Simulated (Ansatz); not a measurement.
ZrGeS (space group P4/nmm)

```xyz
6
Lattice="3.6019 0.0000 0.0000 0.0000 3.6019 0.0000 0.0000 0.0000 7.9879" Properties=species:S:1:pos:R:3 pbc="T T T"
Zr     0.0000     1.8010     5.7791
Zr     1.8010     0.0000     2.2088
Ge     1.8010     1.8010     0.0000
Ge     0.0000     0.0000     0.0000
S      0.0000     1.8010     3.0330
S      1.8010     0.0000     4.9550
```

The relaxed cell is deformed in two ways at once: its volume V is scaled, and at that volume it is stretched along z (the c axis of the conventional cell) so that c/a changes. Fractional atomic positions are held.

All values below come from PBEsol (plane waves to 420 eV, PAW, scalar-relativistic; Ansatz, a program for electronic structure). k mesh 13×13×6 (Γ-centred), Fermi-Dirac smearing 0.05 eV. E stands for the smeared free energy. As the atoms are clamped, bonds stretch with the cell, which overstates energies and stresses. With partly filled bands, the response to shear is sensitive to the k mesh, so small differences along c/a are uncertain. ZrGeS is run without spin polarisation. ZrGeS was relaxed with its symmetry unable to fall. The last digit holds for this mesh only.

Changes of ΔE (kJ/mol of atoms) from the point V/V₀ = 1.000, (c/a)/(c/a)₀ = 1.000 when one coordinate moves alone (two changes are said to add if the coupling is within 5 % of the smaller one, nearly so within 20 %):

| point | change |
|---|---|
| V/V₀ = 1.000, (c/a)/(c/a)₀ = 0.920 | 4.99 |
| V/V₀ = 1.000, (c/a)/(c/a)₀ = 0.947 | 2.12 |
| V/V₀ = 1.000, (c/a)/(c/a)₀ = 0.973 | 0.51 |
| V/V₀ = 0.960, (c/a)/(c/a)₀ = 1.000 | 1.18 |
| V/V₀ = 0.973, (c/a)/(c/a)₀ = 1.000 | 0.51 |
| V/V₀ = 0.987, (c/a)/(c/a)₀ = 1.000 | 0.12 |
| V/V₀ = 1.013, (c/a)/(c/a)₀ = 1.000 | 0.12 |
| V/V₀ = 1.027, (c/a)/(c/a)₀ = 1.000 | 0.47 |
| V/V₀ = 1.040, (c/a)/(c/a)₀ = 1.000 | 1.03 |
| V/V₀ = 1.000, (c/a)/(c/a)₀ = 1.027 | 0.46 |
| V/V₀ = 1.000, (c/a)/(c/a)₀ = 1.053 | 1.75 |
| V/V₀ = 1.000, (c/a)/(c/a)₀ = 1.080 | 3.75 |

Problem. What is the change at V/V₀ = 1.040, (c/a)/(c/a)₀ = 0.920, where both move, and how far is it from the sum?

Solution. The sum of the single changes is 1.03 + (4.99) = 6.02; the calculation gives 5.53, so the coupling contributes -0.49 (over 20 % of the smaller single change, not additive).

(A scan under strain: stresses follow from slopes of the energy per volume, elastic moduli from its curvatures.)
